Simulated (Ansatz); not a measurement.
Cell and atoms are relaxed with the symmetry kept. Start:

```
Mo Rh
1.0
     2.75676    0.00000    0.00000
    -1.37838    2.38742    0.00000
     0.00000    0.00000    4.41274
Mo Rh
1 1
Direct
  0.00000 0.00000 0.50000
  0.33333 0.66667 0.00000
```

Level of theory: Ansatz, DFT r2SCAN, scalar-relativistic, plane waves, PAW.

Cutoff 500 eV; k points 18×18×10 on the computed 2-atom cell (Γ-centred); Gaussian smearing, width 0.10 eV; no spin polarisation.

Question: What does it relax to?

Answer: The volume goes up by 0.01 Å³/atom to 14.53 Å³/atom, and the energy changes by under 0.1 meV/atom. Final structure:
```xyz
2
Lattice="2.7597 0.0000 0.0000 -1.3798 2.3899 0.0000 0.0000 0.0000 4.4066" Properties=species:S:1:pos:R:3 pbc="T T T"
Mo    0.0000    0.0000    2.2033
Rh    0.0000    1.5933    0.0000
```

Cost: 1 run of about 0.92 core-minutes, on Intel Xeon 6975P-C (Granite Rapids) (shared hosts).